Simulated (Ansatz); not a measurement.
Ansatz input

```yaml
crystal:
  lattice:
    - [2.9377553885, 0.0, 0.0]
    - [-1.4688776943, 2.5441707965, 0.0]
    - [0.0, 0.0, 5.23536873]
  atoms:
    - { symbol: Ta, position: [0.3333333333, 0.6666666667, 0.25] }
    - { symbol: Ta, position: [0.6666666667, 0.3333333333, 0.75] }
hamiltonian:
  xc: pbesol
  pseudopotentials:
    kind: paw
    azcp:
      Ta: "pseudopotentials/Ta.paw.azcp"
basis:
  ecutwfc: 420
  fft_grid_basis: typed
kpoints:
  mp_grid: { grid: [14, 14, 7], shift: [0, 0, 0] }
magnetization:
  spin_polarized: false
scf:
  occupations: { method: fermi_dirac, width: 0.1 }
  lower_state_search: "off"
output:
  stress: true
```

Output

```
Warning: the record states the generating functional pbe (its physics header spells it `PBE`), which answers neither for hamiltonian.xc's functional nor for the pbesol family's — results may be inconsistent (PPs are generated against a specific XC)
Engine: ansatz 0.2.0, aarch64-unknown-linux-gnu
Pseudopotentials: kind: paw
Pseudopotential: Ta, paw, valence charge 13, recommended cutoff 420 eV (normal) 
Functional definition: PBEsol
  exchange = pbesol_x
  correlation = pbesol_c
Crystal: 2 atoms, lattice volume = 39.130 Å³
Basis set: ecut = 420 eV, 737 PW (Γ)
Bands: 17, of which v1, the nominal top of the filled ones, is band 13 counted from 1 (12 counted from 0)
Symmetry: 24 space group operations
Space group: P63/mmc (ITA 194), of the structure as read, at distance tolerance 3.4e-5 Å
k-points: 96 of 1372
Non-local potential: Ta, projectors of the file, l = 0: 3, l = 1: 2, l = 2: 2, l = 3: 1
PAW form: soft (Blöchl's): semilocal exchange-correlation on the pseudo side does not see the compensation charge
PAW frozen core: Ta, regenerated for the run's functional, and the local potential with it (the file was generated under x = pbe(κ = 0.804, μ = 0.2195149727645171), c = pbe(β = 0.06672455060314922))
PAW one-centre angular grid: Ta, 590 points (default); XC on 64 Gauss nodes
Initial density: superposition of atomic densities (neutral atoms: chi_scale 0, normalization atom), corrected by the library's trained network
Initial wavefunctions: pseudopotential atomic-orbital guess
Functional: x = pbesol(κ = 0.804, μ = 0.12345679012345678), c = pbesol(β = 0.046)
SCF iter   1: F=—  HF=-19612.324884 eV  |F-HF|=—  |Δ(HF+E_count)|=         —  Δρ=5.81e-3  dr2=9.00e-3  ethr=1.77e-3  ⟨swp⟩=5.1  Hψ=7312  notcnv=0
SCF iter   2: F=—  HF=-19612.323676 eV  |F-HF|=—  |Δ(HF+E_count)|=   1.21e-3  Δρ=3.57e-3  dr2=3.97e-3  ethr=3.46e-5  ⟨swp⟩=1.5  Hψ=2565  notcnv=0
SCF iter   3: F=—  HF=-19612.322610 eV  |F-HF|=—  |Δ(HF+E_count)|=   1.07e-3  Δρ=4.47e-4  dr2=3.37e-5  ethr=1.53e-5  ⟨swp⟩=2.0  Hψ=2010  notcnv=0
SCF iter   4: F=—  HF=-19612.322604 eV  |F-HF|=—  |Δ(HF+E_count)|=   6.11e-6  Δρ=1.20e-4  dr2=2.97e-6  ethr=1.30e-7  ⟨swp⟩=2.5  Hψ=2674  notcnv=0
iter 5 did not close the SCF: its close was put off for the readings that it lacked (scf_convergence_deferred on its scf_iter line)
SCF iter   5: F=-19612.322603 eV  HF=-19612.322603 eV  |F-HF|=1.86e-8  |Δ(HF+E_count)|=   2.38e-7  Δρ=1.85e-5  dr2=6.42e-8  ethr=1.14e-8  ⟨swp⟩=1.9  Hψ=1928  notcnv=0
SCF iter   6: F=-19612.322603 eV  HF=-19612.322603 eV  |F-HF|=1.50e-9  |Δ(HF+E_count)|=   9.39e-9  Δρ=4.04e-6  dr2=3.20e-9  ethr=2.47e-10  ⟨swp⟩=2.3  Hψ=5433  notcnv=0
SCF 1 converged in 6 iterations: F = -19612.322603 eV  dr2 = 3.20e-9
SCF converged after 6 iterations
Free energy (F): -19612.322603 eV
Harris-Foulkes:  -19612.322603 eV  (|F-HF|=1.50e-9)
Internal energy: -19612.233208 eV  (E = F + TS)
E sigma→0 (E₀):  -19612.277906 eV
Entropy (-TS):   -0.089395 eV (-44.698 meV/atom)
Fermi energy:    17.178873 eV
--- Per-component energies (eV) ---
  E_band       = -254.979896
  E_kinetic    = 727.005274
  E_local      = -1202.298484  (includes V_loc(G=0)·N_el)
  E_nonlocal   = 33.645805
  E_hartree    = 410.164948
  E_xc         = -431.694875
  E_vxc        = -404.655808  (∫ρ·V_xc dr)
  E_paw        = -16544.107891  (= ΣΔE_a)
  E_vpaw       = -229.005859  (= ΣTr[D̂ρ^β])
  E_aug_tail   = 0.000276  (compensation charges beyond the density's cutoff)
  E_ewald      = -2605.375554
  E_core_change = 0.427293  (= ΣΔE_core)
  E_smearing   = -0.089395  (= −TS)
  E_closure    = -0.000000  (closes the sum)
  Σ components = -19612.322603   (vs F -19612.322603, Δ=0.00e0)
--- Stress (GPa, compression-positive) ---
      -13.245512      -0.000000      -0.000000
       -0.000000     -13.245512       0.000000
       -0.000000       0.000000     -12.849700
  P = ⅓ Tr σ = -13.1136 GPa (-131.136 kbar)
```
